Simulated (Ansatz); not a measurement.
Molecular dynamics on a 2×2×1 supercell (16 atoms) of ZnO (P6_3mc), relaxed with r2SCAN. Forces come from PBE in Ansatz: Langevin thermostat and barostat (NPT), 200 K, steps of 1 fs. Spin polarisation is off, nuclei are classical, and the run is far too short for thermal averages.

```yaml
crystal:
  lattice:
    - [6.4707044144, -1.0e-10, 0.0]
    - [-3.2353522072, 5.6037944033, 0.0]
    - [0.0, 0.0, 5.2109131099]
  atoms:
    - { symbol: Zn, position: [0.1666666667, 0.3333333333, 0.4996551081] }
    - { symbol: Zn, position: [0.3333333333, 0.1666666667, -0.0003448919] }
    - { symbol: O, position: [0.3333333333, 0.1666666667, 0.3793548919] }
    - { symbol: O, position: [0.1666666667, 0.3333333333, 0.8793548919] }
    - { symbol: Zn, position: [0.1666666667, 0.8333333333, 0.4996551081] }
    - { symbol: Zn, position: [0.3333333333, 0.6666666667, -0.0003448919] }
    - { symbol: O, position: [0.3333333333, 0.6666666667, 0.3793548919] }
    - { symbol: O, position: [0.1666666667, 0.8333333333, 0.8793548919] }
    - { symbol: Zn, position: [0.6666666667, 0.3333333333, 0.4996551081] }
    - { symbol: Zn, position: [0.8333333333, 0.1666666667, -0.0003448919] }
    - { symbol: O, position: [0.8333333333, 0.1666666667, 0.3793548919] }
    - { symbol: O, position: [0.6666666667, 0.3333333333, 0.8793548919] }
    - { symbol: Zn, position: [0.6666666667, 0.8333333333, 0.4996551081] }
    - { symbol: Zn, position: [0.8333333333, 0.6666666667, -0.0003448919] }
    - { symbol: O, position: [0.8333333333, 0.6666666667, 0.3793548919] }
    - { symbol: O, position: [0.6666666667, 0.8333333333, 0.8793548919] }
kpoints:
  mp_grid: { grid: [3, 3, 4] }
hamiltonian:
  xc: pbe
scf:
  occupations: { method: fermi_dirac, width: 0.02 }
md:
  ensemble: npt_langevin
  temperature: 200
  timestep: 1.0
  n_steps: 20
  initial_velocities: maxwell_boltzmann
  seed: 1601
```

Command: `ansatz run input.yaml --threads 4 --pin off --max-ram 3686MiB --backend cpu --events-out ev --progress --plain --runs-dir out`. Wall time 3.6 min on 4 threads of Arm Neoverse V1 (shared host); peak host memory 0.95 GiB.

```csv
step,t (fs),T (K),free energy F from step 0 (meV/atom),kinetic energy (meV/atom),pressure (GPa),volume (Å³/atom),largest force (eV/Å)
0,0,188,0.0,24.2,6.28,11.81,0.00
1,1,192,0.0,24.8,6.24,11.81,0.14
2,2,187,0.0,24.2,6.10,11.82,0.27
3,3,188,0.0,24.3,5.91,11.84,0.39
4,4,169,0.1,21.8,5.64,11.86,0.51
5,5,173,0.2,22.3,5.33,11.89,0.63
6,6,157,0.4,20.3,4.93,11.92,0.75
7,7,143,0.5,18.5,4.44,11.96,0.85
8,8,135,0.8,17.4,3.90,12.01,0.95
9,9,123,1.1,16.0,3.34,12.06,1.04
10,10,119,1.6,15.4,2.74,12.12,1.12
11,11,101,2.1,13.0,2.09,12.18,1.18
12,12,93,2.8,12.1,1.44,12.24,1.23
13,13,80,3.5,10.3,0.77,12.30,1.26
14,14,76,4.4,9.9,0.13,12.36,1.28
15,15,79,5.3,10.2,-0.46,12.42,1.28
16,16,75,6.3,9.7,-1.02,12.48,1.27
17,17,64,7.2,8.2,-1.56,12.54,1.25
18,18,66,8.1,8.5,-2.05,12.59,1.21
19,19,69,8.9,8.9,-2.52,12.64,1.17
20,20,67,9.7,8.6,-2.95,12.69,1.11
```

The temperature starts at 188 K, is lowest at step 17 (64 K, 17 fs) and ends at 67 K. The thermostat hasn't had time to restore it. The atoms start on their lattice sites with kinetic energy alone, so much of it first passes into potential energy.

Positions (Å) and forces (eV/Å) at step 20:
```
cell (Å): 6.627 0.000 0.000; -3.314 5.739 0.000; 0.000 0.000 5.337
Zn  -0.003   1.922   2.672     0.368  -0.096   0.175
Zn   1.645   0.907  -0.013     0.511   0.118  -0.033
O    1.668   0.922   1.960    -0.155   0.145   0.776
O    0.036   1.843   4.773    -0.278   0.869  -0.639
Zn  -1.634   4.762   2.695    -0.817   0.315  -0.152
Zn  -0.011   3.822   0.039     0.316  -0.167  -0.065
O   -0.036   3.878   2.086     0.482  -0.742  -0.437
O   -1.626   4.756   4.694    -0.214  -0.116  -0.033
Zn   3.308   1.921   2.625    -0.051  -0.225   0.215
Zn   4.982   0.971  -0.004    -0.253   0.123   0.216
O    5.011   0.970   2.066    -0.283  -0.015  -0.247
O    3.313   1.920   4.688    -0.028  -0.118  -0.177
Zn   1.605   4.807   2.678     0.545  -0.046   0.071
Zn   3.331   3.815  -0.028    -0.346   0.096   0.016
O    3.289   3.781   1.977     0.007   0.605   0.371
O    1.618   4.849   4.713     0.197  -0.748  -0.057
```
